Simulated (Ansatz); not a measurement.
LaGa3Pd2: reading a single point

```
Ga La Pd
1.0
     5.48399    0.00000    0.00000
    -2.74200    4.74928    0.00000
     0.00000    0.00000    4.30733
Ga La Pd
3 1 2
Direct
  0.50000 0.00000 0.50000
  0.50000 0.50000 0.50000
  0.00000 0.50000 0.50000
  0.00000 0.00000 0.00000
  0.33330 0.66670 0.00000
  0.66660 0.33330 0.00000
```

Single point in Ansatz 0.2.0 with r2SCAN, no spin polarisation. Cutoff 500 eV, PAW datasets, 7×7×8 Γ-centred k mesh, gaussian filling (width 0.0299 eV).

(1) Give the Bader charges.

(2) Is the cell too large or too small?

(3) Describe some of the short contacts.

(4) Metal or insulator?

(5) What is the formation energy?

Origin: a database entry at a rescaled volume. Caveats: f levels without a U or exact exchange are poorly placed.

Results:

(1) Bader charges in e: La +1.54, Ga -0.01, Pd -0.75. In the mean La gives up most and Pd takes most.

(2) The pressure is -2.0 GPa (compression positive), so with the atoms held at these fractions the cell would first shrink.

(3) Ga–Pd at 2.67 Å: least valence density 0.30 e/Å³ and ELF 0.32 there. Ga–Ga at 2.74 Å: least valence density 0.24 e/Å³ and ELF 0.40 there. La–Pd at 3.17 Å: least valence density 0.17 e/Å³ and ELF 0.14 there. These are pseudo-fields; inside the PAW spheres they differ from the all-electron ones.

(4) It is a metal, with about 2.4 states/eV a cell as the mean within 0.25 eV of the Fermi level, mostly Ga p (45 %), La d (25 %) and Pd d (17 %).

(5) -0.80 eV an atom against the elements' usual phases (free molecules for gases, crystals otherwise, with no correction for O₂ or N₂), so it is bound against them; other compounds may still compete. Relaxing would lower it.
